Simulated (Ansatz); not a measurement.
Relaxed SrVO3 (cubic perovskite):

```
CELL_PARAMETERS angstrom
      3.85762     0.00000     0.00000
      0.00000     3.85762     0.00000
      0.00000     0.00000     3.85762
ATOMIC_POSITIONS crystal
  Sr 0.00000 0.00000 0.00000
  V  0.50000 0.50000 0.50000
  O  0.00000 0.50000 0.50000
  O  0.50000 0.50000 0.00000
  O  0.50000 0.00000 0.50000
```

In this cell atom 1 (Sr, nearest neighbour O at 2.728 Å; its periodic images, 3.9 Å or more away, move with it) is moved by s along Cartesian [110], unit vector (0.707, 0.707, 0.000); all other atoms and the cell stay fixed.

All values below come from PBE (plane waves to 420 eV, PAW, scalar-relativistic; Ansatz, a first-principles code). k mesh 10×10×10 (Γ-centred), Fermi-Dirac smearing 0.05 eV. The energy includes the smearing's −TS. Left out: 2 of 11 points, with atoms too close for the PAW data. With partly filled bands, energies and forces of such displacements shift with the k mesh and the smearing. SrVO3 is run without spin polarisation and with no Hubbard U. SrVO3 was relaxed with its symmetry unable to fall. The zero of ΔE is the undisplaced structure. The last digit holds for this mesh only.

```tsv
s (Å)	ΔE (meV/cell)
-0.656	1446.9
-0.492	664.8
-0.328	withheld
-0.164	56.6
0.000	0.0
0.164	56.6
0.328	withheld
0.492	664.8
0.656	1446.9
```

Task: Fit an even polynomial form (powers 2, 4, 6) to the given rows and predict ΔE at s = -0.328.

Result: Least squares on the 7 given rows: ΔE = (2029)·s² + (2792)·s⁴ + (712.8)·s⁶, in meV/cell with s in Å; root-mean-square residual 0.06 meV/cell. At -0.328 the fit gives 251.5 meV/cell; the calculation gives 251.6 meV/cell, so the interpolation is off by -0.1 (-0.0 %). The quadratic term alone would give 218.3 meV/cell.

(For displaced atoms, the force is minus the slope of the energy, and its curvature is a force constant, which sets phonon frequencies.)
